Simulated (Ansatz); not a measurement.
Zr₃N₄ in space group Pnma (No. 62; Pearson symbol oP28), the program Ansatz at the PBE level (PAW), all energies at zero smearing, with the estimated change up to a 700 eV cutoff added, with one set of potentials and settings (totals compare only within such a set). Cell of 28 atoms (12 Zr, 16 N): -56393.287 eV.

| element | reference phase | E (eV/atom) |
|---|---|---|
| Zr | P6_3/mmc, 2 atoms in the cell | -4183.8362 |
| N | Pa-3, 8 atoms in the cell | -384.0325 |

Formation energy per atom, worked out: (-56393.287 − 12×(-4183.8362) − 16×(-384.0325))/28 = -1.526 eV/atom (-147 kJ per mol of atoms), at 0 K, without zero-point energy or fitted corrections.

The first step of the workflow began from a Materials Project structure, measured or hypothetical; the Crystallography Open Database copy checked does not list it. COD files the formula under space group No. 220. Whether it is the stable phase at ambient conditions was not checked. Symmetry was held in the PBE relaxation; whether a distortion lowers the energy is not shown. The run is not spin-polarised. The references are the lowest solids computed at this level, not always the standard phases (solids in place of the gases).

Potentials: the later of the program's two PAW sets.
